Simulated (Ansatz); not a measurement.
InP:
```xyz
6
Lattice="4.1817 0.0000 0.0000 -2.0909 3.6215 0.0000 0.0000 0.0000 9.3908" Properties=species:S:1:pos:R:3 pbc="T T T"
In     2.0937     0.0000     6.2605
In    -1.0468     1.8132     3.1303
In     1.0440     1.8083     0.0000
P      2.0923     0.0000     1.5651
P     -1.0461     1.8120     7.8257
P      1.0447     1.8095     4.6954
```

Relaxed with PBE. Special points in fractions of this cell's reciprocal vectors: Γ (0.000, 0.000, 0.000); M (0.500, 0.000, 0.000); K (0.333, 0.333, 0.000); A (0.000, 0.000, 0.500); L (0.500, 0.000, 0.500); H (0.333, 0.333, 0.500).

Question: List the band energies nearest the Fermi level at these points for plane-wave PAW PBE (Ansatz code).

Answer: In eV from the Fermi level; about four levels below and three above (degenerate sets whole), none deeper than 8.9 eV; points with the same levels are listed once.

| k | below | above |
|---|---|---|
| Γ | -0.53 -0.53 -0.34 -0.22 -0.01 | 1.98 1.98 3.75 3.75 |
| M | -1.99 -1.58 -1.39 -1.23 | 1.01 1.14 2.07 |
| K | -2.90 -2.90 -1.97 -1.38 -1.38 | 0.55 2.37 2.37 |
| A | -0.52 -0.44 -0.44 -0.17 | 1.59 1.59 1.89 |
| L | -1.83 -1.81 -1.63 -1.42 | 1.02 1.77 2.51 |
| H | -3.10 -3.10 -1.72 -1.06 | 2.39 2.44 2.44 |

Space group P6_222. The start of the workflow was typed in or built on a structure type; neither database checked (COD, Materials Project) lists it. It is not the phase usual at ambient conditions (space group No. 216). The PBE relaxation kept the symmetry of its start; whether a distortion lowers the energy is not shown. Point labels and valley counts follow the cell and symmetry of the run, lower than the named group. The Fermi level of a semimetal is unsure by some 0.05 eV on such meshes. Spin–orbit coupling is left out wherever it is not named.

Potentials: the later of the program's two PAW sets.
